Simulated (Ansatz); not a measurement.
TiN (rock salt)

```yaml
crystal:
  lattice:
    - [0.00000, 4.23251, 4.23251]
    - [2.11625, 2.11625, 4.23251]
    - [2.11625, 2.11625, 0.00000]
  atoms:
    - { symbol: N, position: [0.00000, 0.00000, 0.00000] }
    - { symbol: N, position: [0.50000, 0.00000, 0.00000] }
    - { symbol: Ti, position: [0.00000, 0.50000, 0.50000] }
    - { symbol: Ti, position: [0.50000, 0.50000, 0.50000] }
```

The atoms are displaced by Q × the pattern below (from a DFPT mode at X = (0.5, 0.5, 0.0), largest move 1; Q in Å), at fixed cell. It is one choice among 2 degenerate patterns. (q is in reciprocal vectors of the primitive cell; the cell shown is doubled to hold the pattern.)

| atom | x | y | z |
|---|---|---|---|
| N1 | 0.000 | 1.000 | 0.000 |
| N2 | 0.000 | -1.000 | 0.000 |
| Ti3 | 0.000 | 0.143 | 0.000 |
| Ti4 | 0.000 | -0.143 | 0.000 |

The numbers are results of r2SCAN (plane waves to 500 eV, PAW, scalar-relativistic; Ansatz, an electronic-structure program), not measurements. k mesh 19×19×19 (Γ-centred), Fermi-Dirac smearing 0.05 eV. With partly filled bands, energies and forces of such displacements shift with the k mesh and the smearing. TiN is run without spin polarisation. TiN was relaxed with its symmetry unable to fall. 

```json
[
 {"Q (Å)": "-0.180", "−dE/dQ from forces (eV/Å)": "6.218"},
 {"Q (Å)": "-0.150", "−dE/dQ from forces (eV/Å)": "5.072"},
 {"Q (Å)": "-0.120", "−dE/dQ from forces (eV/Å)": "3.978"},
 {"Q (Å)": "-0.090", "−dE/dQ from forces (eV/Å)": "2.930"},
 {"Q (Å)": "-0.060", "−dE/dQ from forces (eV/Å)": "1.926"},
 {"Q (Å)": "-0.030", "−dE/dQ from forces (eV/Å)": "0.955"},
 {"Q (Å)": "0.000", "−dE/dQ from forces (eV/Å)": "0.000"},
 {"Q (Å)": "0.030", "−dE/dQ from forces (eV/Å)": "-0.955"},
 {"Q (Å)": "0.060", "−dE/dQ from forces (eV/Å)": "-1.926"},
 {"Q (Å)": "0.090", "−dE/dQ from forces (eV/Å)": "-2.930"},
 {"Q (Å)": "0.120", "−dE/dQ from forces (eV/Å)": "-3.978"},
 {"Q (Å)": "0.150", "−dE/dQ from forces (eV/Å)": "-5.072"},
 {"Q (Å)": "0.180", "−dE/dQ from forces (eV/Å)": "-6.218"}
]
```

What harmonic wavenumber does the curvature at Q = 0 give?

537 cm⁻¹. E″ = 31.76 eV/Å², M = Σ mᵢ|uᵢ|² = 30.0 u, ν̃ = 521.5·√(|E″|/M).

(For displaced atoms, the force is minus the slope of the energy, and its curvature is a force constant, which sets phonon frequencies.)
